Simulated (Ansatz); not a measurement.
LiF:
```yaml
crystal:
  lattice:
    - [0.00000, 1.99478, 1.99478]
    - [1.99478, 0.00000, 1.99478]
    - [1.99478, 1.99478, 0.00000]
  atoms:
    - { symbol: Li, position: [0.00000, 0.00000, 0.00000] }
    - { symbol: F, position: [0.50000, 0.50000, 0.50000] }
```

Relaxed with r²SCAN. The program Ansatz at the r²SCAN level (PAW) gives a gap of 10.34 eV.

**Question.** What gap does HSE06 give on the same cell (Ansatz, PAW)?

**Answer.** 11.68 eV, 1.34 eV more. The hybrid was solved on a coarser mesh and at special points; the gap given is the minimum over both.

| k | v1 r²SCAN | c1 r²SCAN | v1 HSE06 | c1 HSE06 |
|---|---|---|---|---|
| Γ | 0.00 | 10.34 | 0.00 | 11.68 |
| X | -1.04 | 16.33 | ? | ? |
| L | -0.25 | 12.02 | ? | ? |
| W | -0.84 | 16.50 | ? | ? |
| K | -0.77 | 15.86 | ? | ? |

**Question.** Top valence (v1) and lowest conduction level (c1) in eV from each method's valence maximum (which need not be a listed point): supply the withheld HSE06 values.

**Answer.** 
- K, v1 HSE06: -0.81
- K, c1 HSE06: 17.15
- W, v1 HSE06: -0.88
- W, c1 HSE06: 17.83
- L, v1 HSE06: -0.26
- L, c1 HSE06: 13.30
- X, v1 HSE06: -1.10
- X, c1 HSE06: 17.72

Cost on shared cores: the r²SCAN run (SCF on a 12×12×12 mesh, then bands and DOS) around 5 core-seconds (rough), the HSE06 run (SCF on 9×9×9, then a few points) about 30 core-seconds (a rough figure); the tasks are unlike.

Space group Fm-3m (rock salt). The r²SCAN relaxation kept the symmetry of its start.

Potentials: the earlier of the program's two PAW sets.
